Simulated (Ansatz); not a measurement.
**Ansatz 0.2.0, settings compared: CoOF6**

Launch command:

```bash
ansatz run input.yaml --threads 1 --pin off --max-ram 2560MiB --backend cpu --events-out ev --progress --plain --runs-dir out
```

The input file (Ansatz 0.2.0, plane waves):

```yaml
crystal:
  lattice:
    - [5.282709, 0.0, 0.0]
    - [-2.641355, 4.574965, 0.0]
    - [-2.641355, 1.524988, 4.504384]
  atoms:
    - { symbol: Co, position: [0.0, 0.0, 0.0] }
    - { symbol: O, position: [0.5, 0.5, 0.5] }
    - { symbol: F, position: [0.168, 0.249, 0.252] }
    - { symbol: F, position: [0.751, 0.667, 0.252] }
    - { symbol: F, position: [0.333, 0.832, 0.252] }
    - { symbol: F, position: [0.832, 0.751, 0.748] }
    - { symbol: F, position: [0.249, 0.333, 0.748] }
    - { symbol: F, position: [0.667, 0.168, 0.748] }
  symmetry: { tolerance: 0.0003 }
kpoints:
  mp_grid: { grid: [4, 4, 4], shift: [0, 0, 0] }
magnetization:
  spin_polarized: false
scf:
  occupations: { method: gaussian, width: 0.0118 }
hamiltonian:
  pseudopotentials: { kind: paw }
  xc: r2scan
basis:
  ecutwfc: 500
output:
  forces: true
  stress: true
  eigenvalues: true
  write_density: true
  write_potential: true
  elf: true
  volumetric_format: npy
```

Origin of the cell: a known structure type with other elements, at an estimated volume, so it need not be a known compound.

Output of this run (shortened):

```
Warning: crystal.lattice misses the space group found at crystal.symmetry.tolerance 3.0e-4 in a digit that the deck types, which is why this is a warning: making the lattice exact moves one o […]
Pseudopotentials: kind: paw
Pseudopotential: Co, paw, valence charge 17, recommended cutoff 500 eV (meta_gga), Co.paw.azcp
Pseudopotential: O, paw, valence charge 6, recommended cutoff 500 eV (meta_gga), O.paw.azcp
Pseudopotential: F, paw, valence charge 7, recommended cutoff 500 eV (meta_gga), F.paw.azcp
Functional definition: r2SCAN
  exchange = r2scan_x(k0 = k0, k1 = k1, a1 = a1)
  correlation = r2scan_c
Crystal: 8 atoms, lattice volume = 108.863 Å³
Basis set: ecut = 500 eV, 2765 PW (Γ), exchange–correlation on 160×160×160 points (64 copies of the dense FFT grid, shifted against one another)
Bands: 41, of which v1, the nominal top of the filled ones, is band 33 counted from 1 (32 counted from 0)
[… 12 lines left out …]
Initial density: superposition of atomic densities (neutral atoms: chi_scale 0, normalization atom), corrected by the library's trained network
Functional: x = r2scan, c = r2scan; τ floored in thin density (d = 2e-4 eV/Å³)
SCF iter   1: F=—  HF=-10541.847573 eV  Δρ=4.53e-2  dr2=2.16e0  dr2_τ=3.63e-1
SCF iter   2: F=—  HF=-10541.925751 eV  Δρ=2.58e-2  dr2=8.54e-1  dr2_τ=2.95e-2  defer=51
SCF iter   3: F=—  HF=-10541.906639 eV  Δρ=1.66e-2  dr2=2.97e-1  dr2_τ=8.57e-3  defer=51
SCF iter   4: F=—  HF=-10541.890314 eV  Δρ=9.76e-3  dr2=6.16e-2  dr2_τ=3.52e-3  defer=51
SCF iter   5: F=—  HF=-10541.884562 eV  Δρ=2.65e-3  dr2=4.77e-3  dr2_τ=8.74e-4  defer=51
[… 2 lines left out …]
SCF iter   8: F=—  HF=-10541.884469 eV  Δρ=3.67e-4  dr2=1.16e-4  dr2_τ=1.71e-5  defer=51
SCF iter   9: F=—  HF=-10541.884467 eV  Δρ=4.45e-4  dr2=1.81e-4  dr2_τ=3.16e-6  defer=51
SCF iter  10: F=—  HF=-10541.884463 eV  Δρ=1.03e-4  dr2=1.06e-5  dr2_τ=2.28e-7  defer=51
SCF iter  11: F=—  HF=-10541.884455 eV  Δρ=2.50e-5  dr2=6.26e-7  dr2_τ=2.05e-8  defer=51
SCF iter  12: F=-10541.884455 eV  HF=-10541.884455 eV  Δρ=1.45e-6  dr2=1.60e-9  dr2_τ=2.69e-10
SCF 1 converged in 12 iterations: F = -10541.884455 eV  dr2 = 1.60e-9
SCF converged after 12 iterations
Free energy (F): -10541.884455 eV
Harris-Foulkes:  -10541.884455 eV  (|F-HF|=1.24e-9)
Internal energy: -10541.883499 eV  (E = F + TS)
E sigma→0 (E₀):  -10541.883977 eV
Entropy (-TS):   -0.000956 eV (-0.119 meV/atom)
Fermi energy:    -0.885933 eV
--- Per-component energies (eV) ---
  E_band       = -1031.362723
  E_kinetic    = 1826.626915
  E_local      = -9113.590630  (includes V_loc(G=0)·N_el)
  E_nonlocal   = 934.644152
  E_hartree    = 3592.368170
  E_xc         = -689.637288
  E_vxc        = -1009.845883  (∫ρ·V_xc dr)
  E_paw        = -2880.728368  (= ΣΔE_a)
  E_vpaw       = -926.345176  (= ΣTr[D̂ρ^β])
  E_aug_tail   = 0.007466  (compensation charges beyond the density's cutoff)
  E_vtau       = 72.406139  (kinetic-family band-sum trace: ∫τ·v_τ [+ j·A + Jᵃ·Aᵃ] dr)
  E_ewald      = -4211.058420
  E_core_change = -0.515496  (= ΣΔE_core)
  E_smearing   = -0.000956  (= −TS)
  Σ components = -10541.884455   (vs F -10541.884455, Δ=0.00e0)
--- Forces (eV/Å), atoms counted from 1 ---
  atom   1  Co    -0.000000     0.000000     0.000000
[… 2 lines left out …]
  atom   4  F      0.876684     0.719566    -0.868964
  atom   5  F     -1.061504     0.399448    -0.868964
  atom   6  F     -0.184820     1.119013     0.868964
  atom   7  F     -0.876684    -0.719566     0.868964
  atom   8  F      1.061504    -0.399448     0.868964
  max |Σ_I F_I| component: 3.33e-16 eV/Å
--- Stress (GPa, compression-positive) ---
      -13.588857       0.000007       0.000000
       -0.000007     -13.588857       0.000000
        0.000000       0.000000     -15.010473
  P = ⅓ Tr σ = -14.0627 GPa (-140.627 kbar)
```

The same input was run again with these changes:

1. `scf.mixing.preconditioner` default → local_kerker; `basis.ecutwfc` 500 → "500 eV"; `hamiltonian.hubbard` default → { sites: [{ species: Co, l: d, u_eff: 3.0 }], double_counting: amf }
2. `kpoints.mp_grid.shift` [0, 0, 0] → [0.5, 0.5, 0.5]; `scf.initial_density.chi_scale` default → 0.0
3. `hamiltonian.hubbard` default → { sites: [{ species: Co, l: d, u_eff: 5.0 }], double_counting: fll }; `kpoints.mp_grid.grid` [4, 4, 4] → [5, 5, 5]

```
 run        end  SCF iterations  P (GPa)  max force component (eV/Å)  moment (μB)  ΔE(σ→0) (meV/atom)
base  converged              12   -14.06                       1.119            –                   0
   1  converged              18   -12.96                       0.669            –                   –
   2  converged              17   -14.10                       1.123            –               -0.94
   3  converged              37   -12.32                       0.498            –                   –
```

Energies are compared only where functional, datasets, charge and starting cell are the same.

Caveats of the base run: no spin polarisation, so a magnetic state may lie lower; the k mesh is coarse if the cell is a metal.

Run 2: the k mesh keeps only part of the crystal's symmetry.

The base run ran for 14 s of wall time on 1 CPU thread(s) of a shared host, from the program's own first density.
